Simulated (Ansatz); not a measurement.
Input file for Ansatz (an electronic-structure program):

Ansatz 0.2 input:
```yaml
crystal:
  lattice:
    - [5.1260820163, 0.0, 0.0]
    - [-2.5630410082, 4.439317248, 0.0]
    - [0.0, 0.0, 6.7847703892]
  atoms:
    - { symbol: S, position: [0.3333333333, 0.6666666667, 0.25] }
    - { symbol: S, position: [0.6666666667, 0.3333333333, 0.75] }
    - { symbol: K, position: [0.0, 0.0, 0.0] }
    - { symbol: K, position: [0.0, 0.0, 0.5] }
    - { symbol: K, position: [0.6666666667, 0.3333333333, 0.25] }
    - { symbol: K, position: [0.3333333333, 0.6666666667, 0.75] }
kpoints:
  mp_grid: { grid: [6, 6, 4] }
hamiltonian:
  xc: lda
  pseudopotentials: { kind: paw }
scf:
  occupations: { method: fixed }
elastic: { mode: relaxed_ion, stencil: two_point, amplitude: 0.005, f_tol: 0.0005 }
```

Output (shortened):

```
Pseudopotential: S, paw, valence charge 6
Pseudopotential: K, paw, valence charge 9
Functional definition: SPW92
Crystal: 6 atoms, lattice volume = 154.396 Å³
Basis set: ecut = 420 eV, 3029 PW (Γ)
Bands: 30, of which v1, the nominal top of the filled ones, is band 24 counted from 1 (23 counted from 0)
Symmetry: 24 space group operations
Space group: P63/mmc (ITA 194), of the structure as read, at distance tolerance 5.4e-5 Å
k-points: 21 of 144
SCF 1 converged in 10 iterations: F = -7730.588869 eV  dr2 = 1.64e-14
Crystal: 6 atoms, lattice volume = 153.624 Å³
Basis set: ecut = 420 eV, 3025 PW (Γ)
Symmetry: 8 space group operations
k-points: 39 of 144
SCF 2 converged in 10 iterations: F = -7730.588090 eV  dr2 = 1.43e-14
relax step   1: F+E_penalty+E_count = -7730.58808989 eV  Δ(F+E_penalty+E_count) = +0.000e0 eV  max|allowed force component| = 2.295e-2 eV/Å  Δτ_max = 0.0000 Å  (10 SCF iters, accepted)
Crystal: 6 atoms, lattice volume = 153.624 Å³
SCF 3 converged in 9 iterations: F = -7730.588241 eV  dr2 = 1.21e-14
relax step   2: F+E_penalty+E_count = -7730.58824054 eV  Δ(F+E_penalty+E_count) = -1.506e-4 eV  max|allowed force component| = 2.280e-3 eV/Å  Δτ_max = 0.0069 Å  (9 SCF iters, accepted)
Crystal: 6 atoms, lattice volume = 153.624 Å³
SCF 4 converged in 7 iterations: F = -7730.588243 eV  dr2 = 3.67e-14
relax step   3: F+E_penalty+E_count = -7730.58824299 eV  Δ(F+E_penalty+E_count) = -2.453e-6 eV  max|allowed force component| = 3.300e-4 eV/Å  Δτ_max = 0.0011 Å  (7 SCF iters, accepted)
Crystal: 6 atoms, lattice volume = 153.624 Å³
SCF 5 converged in 2 iterations: F = -7730.588243 eV  dr2 = 1.17e-14
Crystal: 6 atoms, lattice volume = 155.168 Å³
SCF 6 converged in 10 iterations: F = -7730.588117 eV  dr2 = 2.32e-14
relax step   1: F+E_penalty+E_count = -7730.58811700 eV  Δ(F+E_penalty+E_count) = +0.000e0 eV  max|allowed force component| = 2.227e-2 eV/Å  Δτ_max = 0.0000 Å  (10 SCF iters, accepted)
Crystal: 6 atoms, lattice volume = 155.168 Å³
SCF 7 converged in 9 iterations: F = -7730.588268 eV  dr2 = 8.42e-15
relax step   2: F+E_penalty+E_count = -7730.58826806 eV  Δ(F+E_penalty+E_count) = -1.511e-4 eV  max|allowed force component| = 5.700e-4 eV/Å  Δτ_max = 0.0076 Å  (9 SCF iters, accepted)
Crystal: 6 atoms, lattice volume = 155.168 Å³
SCF 8 converged in 5 iterations: F = -7730.588268 eV  dr2 = 7.11e-14
relax step   3: F+E_penalty+E_count = -7730.58826816 eV  Δ(F+E_penalty+E_count) = -9.625e-8 eV  max|allowed force component| = 1.049e-5 eV/Å  Δτ_max = 0.0001 Å  (5 SCF iters, accepted)
Crystal: 6 atoms, lattice volume = 155.168 Å³
SCF 9 converged in 2 iterations: F = -7730.588268 eV  dr2 = 2.27e-14
Crystal: 6 atoms, lattice volume = 153.624 Å³
Basis set: ecut = 420 eV, 3005 PW (Γ)
SCF 10 converged in 8 iterations: F = -7730.588484 eV  dr2 = 1.33e-14
Crystal: 6 atoms, lattice volume = 155.168 Å³
SCF 11 converged in 6 iterations: F = -7730.588442 eV  dr2 = 2.04e-14
Crystal: 6 atoms, lattice volume = 154.395 Å³
Symmetry: 4 space group operations
k-points: 47 of 144
SCF 12 converged in 10 iterations: F = -7730.588677 eV  dr2 = 8.20e-15
relax step   1: F+E_penalty+E_count = -7730.58867684 eV  Δ(F+E_penalty+E_count) = +0.000e0 eV  max|allowed force component| = 2.850e-5 eV/Å  Δτ_max = 0.0000 Å  (10 SCF iters, accepted)
Crystal: 6 atoms, lattice volume = 154.395 Å³
SCF 13 converged in 2 iterations: F = -7730.588677 eV  dr2 = 1.07e-15
Crystal: 6 atoms, lattice volume = 154.395 Å³
SCF 14 converged in 10 iterations: F = -7730.588677 eV  dr2 = 8.48e-15
relax step   1: F+E_penalty+E_count = -7730.58867684 eV  Δ(F+E_penalty+E_count) = +0.000e0 eV  max|allowed force component| = 2.849e-5 eV/Å  Δτ_max = 0.0000 Å  (10 SCF iters, accepted)
Crystal: 6 atoms, lattice volume = 154.395 Å³
SCF 15 converged in 2 iterations: F = -7730.588677 eV  dr2 = 1.28e-15
SCF converged after 10 iterations
Free energy (F): -7730.588869 eV
Harris-Foulkes:  -7730.588869 eV  (|F-HF|=9.09e-13)
Internal energy: -7730.588869 eV  (E = F + TS)
E sigma→0 (E₀):  -7730.588869 eV
Fermi energy:    4.967709 eV
--- Per-component energies (eV) ---
  E_band       = -366.085709
  E_kinetic    = 1233.310061
  E_local      = -2256.840613  (includes V_loc(G=0)·N_el)
  E_nonlocal   = 120.849472
  E_hartree    = 751.871717
  E_xc         = -727.554044
  E_vxc        = -833.726289  (∫ρ·V_xc dr)
  E_paw        = -4108.581634  (= ΣΔE_a)
  E_vpaw       = -133.421763  (= ΣTr[D̂ρ^β])
  E_aug_tail   = -0.000008  (compensation charges beyond the density's cutoff)
  E_ewald      = -2744.980214
  E_core_change = 1.336395  (= ΣΔE_core)
  E_smearing   =  0.000000  (= −TS)
  E_closure    =  0.000000  (closes the sum)
  Σ components = -7730.588869   (vs F -7730.588869, Δ=0.00e0)
--- Forces (eV/Å), atoms counted from 1 ---
  atom   1  S      0.00000000     0.00000000     0.00000000
  atom   2  S      0.00000000     0.00000000     0.00000000
  atom   3  K      0.00000000     0.00000000     0.00000000
  atom   4  K      0.00000000     0.00000000     0.00000000
  atom   5  K      0.00000000     0.00000000     0.00000000
  atom   6  K      0.00000000     0.00000000     0.00000000
  max |Σ_I F_I| component: 9.25e-18 eV/Å
--- Stress (GPa, compression-positive) ---
        0.000796       0.000000       0.000000
        0.000000       0.000796       0.000000
        0.000000       0.000000      -0.005926
  P = ⅓ Tr σ = -0.0014 GPa (-0.014 kbar)
--- Band table (eV; the first three rows and the last of 21) ---
  k-point 0: bands = ["-25.0172", "-24.9306", "-24.0168", "-24.0143", "-9.1675", "-8.7644", "-8.7644", "-8.5899", "-8.5899", "-8.4785", "-7.8550", "-7.8550", "-7.8346", "-7.7263", "-7.7263", "-7.6767", "-5.3583", "-5.0784", "3.6008", "3.8079", "3.8079", …
  k-point 1: bands = ["-25.0048", "-24.9435", "-24.0163", "-24.0145", "-9.0711", "-8.7412", "-8.7412", "-8.6184", "-8.6184", "-8.5828", "-7.8334", "-7.8334", "-7.8267", "-7.7430", "-7.7430", "-7.7194", "-5.2844", "-5.0884", "3.6306", "3.8691", "3.8691", …
  k-point 2: bands = ["-24.9744", "-24.9744", "-24.0153", "-24.0153", "-8.8312", "-8.8312", "-8.6824", "-8.6824", "-8.6824", "-8.6824", "-7.7894", "-7.7894", "-7.7858", "-7.7858", "-7.7858", "-7.7858", "-5.1548", "-5.1548", "3.8790", "3.8790", "4.0340", …
  k-point 20: bands = ["-24.9678", "-24.9678", "-24.0198", "-24.0198", "-8.8737", "-8.8737", "-8.8670", "-8.8670", "-8.6592", "-8.6592", "-7.8406", "-7.8406", "-7.7924", "-7.7924", "-7.7083", "-7.7083", "-4.8690", "-4.8690", "3.5593", "3.5593", "4.1269", …
--- Elastic constants: 3 strain directions × 2 members + reference (group order 24) ---
  dense FFT box of the reference and of every strained cell: 36×36×48
  strains applied: 11, 33, 23; error gains …
  C = ∂σ_k/∂η_j (tension-positive GPa; Voigt order 11 22 33 23 13 12):
        50.973     36.985     10.660      0.000      0.000      0.000
        36.985     50.973     10.660      0.000      0.000      0.000
        10.660     10.660     33.718      0.000      0.000      0.000
         0.000      0.000      0.000     15.968      0.000      0.000
         0.000      0.000      0.000      0.000     15.968      0.000
         0.000      0.000      0.000      0.000      0.000      6.994
  reference stress σ⁰ (GPa):     -0.001     -0.001      0.006      0.000      0.000      0.000
  moduli (Voigt/Reuss/Hill, GPa): K = 28.03/24.29/26.16   G = 12.94/10.58/11.76   E = 30.68   ν = 0.304
  mechanically stable: yes (min eigenvalue of sym C = 6.99 GPa)
  strain η (Voigt 11):  stress-route row diagonal C_11 = 50.97 GPa, energy-path curvature d²(F+E_count+ΔE)/dδ²/Ω₀ = 50.97 GPa
         δ    σ_11 (GPa)             F (eV)   n_scf  n_hpsi   n_pw
    -5.000e-3      -0.2609       -7730.5882430       2    8660   3025   relax 3 steps, max|allowed force component| 3.30e-4 eV/Å
     5.000e-3       0.2488       -7730.5882682       2    8651   3062   relax 3 steps, max|allowed force component| 1.05e-5 eV/Å
  strain η (Voigt 33):  stress-route row diagonal C_33 = 33.72 GPa, energy-path curvature d²(F+E_count+ΔE)/dδ²/Ω₀ = 33.71 GPa
         δ    σ_33 (GPa)             F (eV)   n_scf  n_hpsi   n_pw
    -5.000e-3      -0.1673       -7730.5884837       8   10879   3022   relax 0 steps, max|allowed force component| 8.17e-17 eV/Å
     5.000e-3       0.1699       -7730.5884419       6    8274   3070   relax 0 steps, max|allowed force component| 1.39e-16 eV/Å
  strain η (Voigt 23):  stress-route row diagonal C_44 = 15.97 GPa, energy-path curvature d²(F+E_count+ΔE)/dδ²/Ω₀ = 15.96 GPa
         δ    σ_23 (GPa)             F (eV)   n_scf  n_hpsi   n_pw
    -5.000e-3      -0.0798       -7730.5886768       2   10444   3042   relax 1 steps, max|allowed force component| 2.85e-5 eV/Å
     5.000e-3       0.0798       -7730.5886768       2   10439   3042   relax 1 steps, max|allowed force component| 2.85e-5 eV/Å
```

Cost: around 50 core-seconds (rough) on shared cores.

Space group P6_3/mmc. The workflow started from an entry of the Crystallography Open Database (COD), which files this formula under 2 space groups. Whether it is the stable phase at ambient conditions was not checked. Symmetry was held in the LDA relaxation; phonons on a q-mesh show weakly imaginary modes. The volume moved by -35 % from the start of the relaxation. The volume fell by over 15 % from the filed cell, which may lack light atoms or belong to other conditions.

Potentials: the later of the program's two PAW sets.

Ansatz is a plane-wave DFT program.
